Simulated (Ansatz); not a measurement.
A relaxation computed with Ansatz, from input to last step.

```yaml
crystal:
  lattice:
    - [-1.8268942286, 4.6007559035, 3.122258941]
    - [1.8268942286, -4.6007559035, 3.122258941]
    - [1.8268942286, 4.6007559035, -3.122258941]
  atoms:
    - { symbol: Be, position: [0.6693277855, 0.1693277855, 0.5] }
    - { symbol: Be, position: [0.3306722145, 0.8306722145, 0.5] }
    - { symbol: Sb, position: [0.6725022186, 0.5, 0.1725022186] }
    - { symbol: Sb, position: [0.3274977814, 0.5, 0.8274977814] }
    - { symbol: Bi, position: [0.0, 0.0, 0.0] }
basis:
  ecutwfc: 420
kpoints:
  mp_grid: { grid: [12, 12, 12] }
hamiltonian:
  xc: pbesol
scf:
  occupations: { method: gaussian, width: 0.1 }
output:
  forces: true
  stress: true
  eigenvalues: true
relax:
  adjacent_minimum: "off"
  f_tol: 0.01
  max_steps: 60
  cell: { stress_tol: 0.1 }
```

```bash
ansatz run input.yaml --threads 1 --pin off --max-ram 2560MiB --backend cpu --events-out ev --progress --plain --runs-dir out
```

These are results of DFT PBEsol, scalar-relativistic, plane waves, PAW in Ansatz 0.2.0, not measurements.

Of 8 frames 7 are shown, positions in Å and forces in eV/Å; the SCF threshold varies from step to step. Steps run on the plane waves of an earlier cell, with a Pulay correction in the pressure. The basis is chosen afresh for the last frame, the zero of the energies, and at times for earlier ones too; energy and pressure can step there, also at an unchanged geometry. Where two frames share a geometry here, they differ by under 2 meV/atom and 0.3 GPa. The mark taken_back stands on steps that the optimiser undid.

```xyz
5
Lattice="-1.8269 4.6008 3.1223 1.8269 -4.6008 3.1223 1.8269 4.6008 -3.1223" Properties=species:S:1:pos:R:3:forces:R:3 pbc="T T T" step=1 free_energy_over_end_meV_per_atom=4.46 pressure_GPa=-0.01
Be    0.0000    4.6008    1.0574    0.0000    0.0000    0.0328
Be    1.8269    0.0000    2.0649    0.0000    0.0000   -0.0328
Sb    0.0000    1.5873    3.1223    0.0000   -0.0120    0.0000
Sb    1.8269    3.0135    0.0000    0.0000    0.0120    0.0000
Bi    0.0000    0.0000    0.0000    0.0000    0.0000    0.0000
5
Lattice="-1.7755 4.6403 3.1904 1.7755 -4.6403 3.1904 1.7755 4.6403 -3.1904" Properties=species:S:1:pos:R:3:forces:R:3 pbc="T T T" step=2 free_energy_over_end_meV_per_atom=1.25 pressure_GPa=-0.14
Be    0.0000    4.6403    1.0641    0.0000    0.0000   -0.0302
Be    1.7755    0.0000    2.1263    0.0000    0.0000    0.0302
Sb    0.0000    1.6167    3.1904    0.0000   -0.1789    0.0000
Sb    1.7755    3.0236    0.0000    0.0000    0.1789    0.0000
Bi    0.0000    0.0000    0.0000    0.0000    0.0000    0.0000
5
Lattice="-1.7582 4.6258 3.2270 1.7582 -4.6258 3.2270 1.7582 4.6258 -3.2270" Properties=species:S:1:pos:R:3:forces:R:3 pbc="T T T" step=3 free_energy_over_end_meV_per_atom=13.78 pressure_GPa=2.04 taken_back
Be    0.0000    4.6258    1.0620    0.0000    0.0000    0.2853
Be    1.7582    0.0000    2.1649    0.0000    0.0000   -0.2853
Sb    0.0000    1.5184    3.2270    0.0000    0.7814    0.0000
Sb    1.7582    3.1074    0.0000    0.0000   -0.7814    0.0000
Bi    0.0000    0.0000    0.0000    0.0000    0.0000    0.0000
5
Lattice="-1.7908 4.6122 3.1897 1.7908 -4.6122 3.1897 1.7908 4.6122 -3.1897" Properties=species:S:1:pos:R:3:forces:R:3 pbc="T T T" step=4 free_energy_over_end_meV_per_atom=0.12 pressure_GPa=-0.08
Be    0.0000    4.6122    1.0647    0.0000    0.0000    0.0184
Be    1.7908    0.0000    2.1250    0.0000    0.0000   -0.0184
Sb    0.0000    1.5903    3.1897    0.0000   -0.0136    0.0000
Sb    1.7908    3.0219    0.0000    0.0000    0.0136    0.0000
Bi    0.0000    0.0000    0.0000    0.0000    0.0000    0.0000
5
Lattice="-1.7841 4.6112 3.2001 1.7841 -4.6112 3.2001 1.7841 4.6112 -3.2001" Properties=species:S:1:pos:R:3:forces:R:3 pbc="T T T" step=5 free_energy_over_end_meV_per_atom=0.02 pressure_GPa=0.00
Be    0.0000    4.6112    1.0674    0.0000    0.0000    0.0099
Be    1.7841    0.0000    2.1328    0.0000    0.0000   -0.0099
Sb    0.0000    1.5891    3.2001    0.0000    0.0002    0.0000
Sb    1.7841    3.0221    0.0000    0.0000   -0.0002    0.0000
Bi    0.0000    0.0000    0.0000    0.0000    0.0000    0.0000
5
Lattice="-1.7841 4.6112 3.2001 1.7841 -4.6112 3.2001 1.7841 4.6112 -3.2001" Properties=species:S:1:pos:R:3:forces:R:3 pbc="T T T" step=6 free_energy_over_end_meV_per_atom=0.00 pressure_GPa=0.00
Be    0.0000    4.6112    1.0674    0.0000    0.0000    0.0101
Be    1.7841    0.0000    2.1328    0.0000    0.0000   -0.0101
Sb    0.0000    1.5891    3.2001    0.0000    0.0002    0.0000
Sb    1.7841    3.0221    0.0000    0.0000   -0.0002    0.0000
Bi    0.0000    0.0000    0.0000    0.0000    0.0000    0.0000
5
Lattice="-1.7841 4.6112 3.2001 1.7841 -4.6112 3.2001 1.7841 4.6112 -3.2001" Properties=species:S:1:pos:R:3:forces:R:3 pbc="T T T" step=8 free_energy_over_end_meV_per_atom=0.00 pressure_GPa=0.00
Be    0.0000    4.6112    1.0683    0.0000    0.0000    0.0014
Be    1.7841    0.0000    2.1318    0.0000    0.0000   -0.0014
Sb    0.0000    1.5889    3.2001    0.0000   -0.0004    0.0000
Sb    1.7841    3.0223    0.0000    0.0000    0.0004    0.0000
Bi    0.0000    0.0000    0.0000    0.0000    0.0000    0.0000
```

The run took 6.9 min on 1 thread of Arm Neoverse V1, with other jobs on the host, peak memory 0.9 GiB.

Spin–orbit coupling is left out, which can shift energies with elements as heavy as these.